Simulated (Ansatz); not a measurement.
**What DFT gives for Cs₂NaYBr₆**

```yaml
crystal:
  lattice:
    - [0.00000, 5.63633, 5.63633]
    - [5.63633, 0.00000, 5.63633]
    - [5.63633, 5.63633, 0.00000]
  atoms:
    - { symbol: Na, position: [0.50000, 0.50000, 0.50000] }
    - { symbol: Br, position: [0.75540, 0.24460, 0.24460] }
    - { symbol: Br, position: [0.24460, 0.75540, 0.24460] }
    - { symbol: Br, position: [0.24460, 0.75540, 0.75540] }
    - { symbol: Br, position: [0.75540, 0.24460, 0.75540] }
    - { symbol: Br, position: [0.24460, 0.24460, 0.75540] }
    - { symbol: Br, position: [0.75540, 0.75540, 0.24460] }
    - { symbol: Y, position: [0.00000, 0.00000, 0.00000] }
    - { symbol: Cs, position: [0.25000, 0.25000, 0.25000] }
    - { symbol: Cs, position: [0.75000, 0.75000, 0.75000] }
```

Level: r2SCAN, no spin polarisation; 500 eV; 4×4×4 Γ-centred mesh; fermi-dirac occupations (width 0.1 eV); Ansatz 0.2.0, fixed geometry.

Task: Which orbitals make up the band edges?

Result: Within 0.7 eV of the edges, the states project mainly on Br p (98 %) below the gap and on Y d (80 %) above it.

Task: Where is the largest force?

Result: The largest is on Br2 (and as large on other atoms): 0.16 eV/Å, components (0.16, 0.00, 0.00). It makes 180° with the line to a nearest neighbour, Y8 at 2.76 Å, pointing away from it.

Task: Is there a gap, and of what kind?

Result: The gap is 4.77 eV, direct at the points sampled.

Task: How is the charge shared?

Result: Bader charges in e: Cs +0.88, Na +0.88, Y +2.08, Br -0.79. In the mean Y gives up most and Br takes most.

Task: Is the cell too large or too small?

Result: The pressure is 0.5 GPa (compression positive), so with the atoms held at these fractions the cell would first expand.

Origin: a database entry at a rescaled volume.

Run time, from a saved density: 2.4 min on 1 thread of Arm Neoverse V1, on a shared host, peak memory 1.6 GiB. The time holds forces, stress, Bader, DOS, bands, ELF.
